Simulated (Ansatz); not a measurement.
## Ga$_{2}$Pt: computed property card

Ga$_{2}$Pt (cubic Laves (MgCu2 type), Fd-3m), a = 7.222 Å, b = 7.222 Å, c = 7.222 Å, α = 90.00°, β = 90.00°, γ = 90.00°; the cell used has 6 atoms.

Space group Fd-3m (No. 227), cubic Laves (MgCu2 type); conventional cell a = 7.222 Å, b = 7.222 Å, c = 7.222 Å, α = 90.00°, β = 90.00°, γ = 90.00°.

Method: DFT-r²SCAN in the program Ansatz with PAW potentials. Geometry: relaxed at this level of theory. Other levels are named where they apply.

### Cell and energy

| Quantity | Result |
|---|---|
| Volume per atom | 15.69 Å³ |
| Density | 11.80 g/cm³ |
| Formation energy from the elements (no fitted shifts) | 175 meV/atom |

### Electronic structure

| Quantity | Result |
|---|---|
| Electronic character | metallic (no gap) |
| Density of states at the Fermi level | 0.63 states/eV per atom (mean over ±0.08 eV) |
| Gap with spin–orbit coupling | none (metallic) |

### Mechanics

| Item | Result |
|---|---|
| Bulk modulus (Birch–Murnaghan fit) | 117 GPa |
| Pressure derivative B′ | 5.1 |

### Charges

| Quantity | Result |
|---|---|
| Bader charges | Ga +0.29, Pt -0.59 e |

The cell is a constructed one: a structure type filled with these elements; neither database checked (COD, Materials Project) lists it. COD files the formula under space group No. 225, so this cell is another polymorph or a model. Whether it is the stable phase at ambient conditions was not checked. The r²SCAN relaxation kept the symmetry of its start; its stability against distortions is not shown here. The run is not spin-polarised. The references are the lowest solids computed at this level, not always the standard phases. Scalar-relativistic: spin–orbit coupling is off unless named, which matters more the heavier the elements.

Potentials: the earlier of the program's two PAW sets.
